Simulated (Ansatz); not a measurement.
ScIr₂:
```
ScIr2
1.0
    0.00000     3.66197     3.66197
    3.66197     0.00000     3.66197
    3.66197     3.66197     0.00000
Ir Sc
4 2
Cartesian
  0.91549   0.91549   0.91549
  0.91549   2.74648   2.74648
  2.74648   2.74648   0.91549
  2.74648   0.91549   2.74648
  3.66197   3.66197   3.66197
  5.49295   5.49295   5.49295
```

This is the PBEsol-relaxed structure.

Task: All from plane-wave PAW PBEsol (Ansatz code), unless another level is named. Give the Hill bulk and shear moduli.

Result: 238 and 110 GPa.

Task: What about the elastic constants (relaxed ions, GPa)?

Result: C11 = 344, C12 = 185, C44 = 136.

Task: Predict the highest zone-centre frequency.

Result: 264 cm⁻¹.

Space group Fd-3m (cubic Laves (MgCu2 type)). The workflow started from an entry of the Crystallography Open Database (COD). Whether it is the stable phase at ambient conditions was not checked. The PBEsol relaxation kept the symmetry of its start; of distortions, only those at the zone centre were tested, and some modes there are weakly imaginary. The run is not spin-polarised. As this level gives no gap, shear constants depend on the k-mesh and smearing (Fermi–Dirac, 0.1 eV here). As this level gives no gap, phonon frequencies hold no LO–TO term and depend on the k-mesh and smearing (Fermi–Dirac, 0.1 eV here). Scalar-relativistic: spin–orbit coupling is off unless named, which matters more the heavier the elements.

Potentials: the later of the program's two PAW sets.
